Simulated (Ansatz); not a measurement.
Relaxed CdS (wurtzite):

```
CdS
1.0
    4.19618     0.00000     0.00000
   -2.09809     3.63400     0.00000
    0.00000     0.00000     6.82953
Cd S
2 2
Cartesian
  0.00000   2.42266   6.82384
  2.09809   1.21133   3.40908
  0.00000   2.42266   2.56539
  2.09809   1.21133   5.98016
```

In each cell atom 4 (S, nearest neighbour Cd at 2.565 Å; its periodic images, 4.2 Å or more away, move with it) moves by s·(0.000, 0.000, 1.000) (along Cartesian z), the rest being held.

The numbers are results of PBE (plane waves to 420 eV, PAW, scalar-relativistic; Ansatz, an electronic-structure program), not measurements. k mesh 7×7×4 (Γ-centred), Fermi-Dirac smearing 0.05 eV. Energies are smeared free energies. Left out: 1 of 11 points, with atoms too close for the PAW data. CdS was relaxed with its symmetry unable to fall. ΔE is measured from the undisplaced structure.

Successive frames, forces in eV/Å:

| frame | ΔE (meV/cell) | F on Cd1 | F on Cd2 | F on S3 | F on S4 |
|---|---|---|---|---|---|
| s = 0.154 Å | 66 | (0.000, 0.000, 0.126) | (0.000, 0.000, 0.293) | (0.000, 0.000, 0.378) | (0.000, 0.000, -0.797) |
| s = 0.308 Å | 228 | (0.000, 0.000, 0.173) | (0.000, 0.000, 0.342) | (0.000, 0.000, 0.738) | (0.000, 0.000, -1.252) |
| s = 0.462 Å | 440 | (0.000, 0.000, 0.125) | (0.000, 0.000, 0.255) | (0.000, 0.000, 1.080) | (0.000, 0.000, -1.459) |

Question: What are the energy and the forces in the next frame, s = 0.616 Å?

Answer: ΔE (meV/cell) = 668.

```json
[
 {"atom": "Cd1", "Fx": "0.000", "Fy": "0.000", "Fz": "-0.013"},
 {"atom": "Cd2", "Fx": "0.000", "Fy": "0.000", "Fz": "0.098"},
 {"atom": "S3", "Fx": "0.000", "Fy": "0.000", "Fz": "1.405"},
 {"atom": "S4", "Fx": "0.000", "Fy": "0.000", "Fz": "-1.491"}
]
```

(A displaced cell: forces are minus the slopes of the energy, force constants its curvatures, and phonons follow from these.)
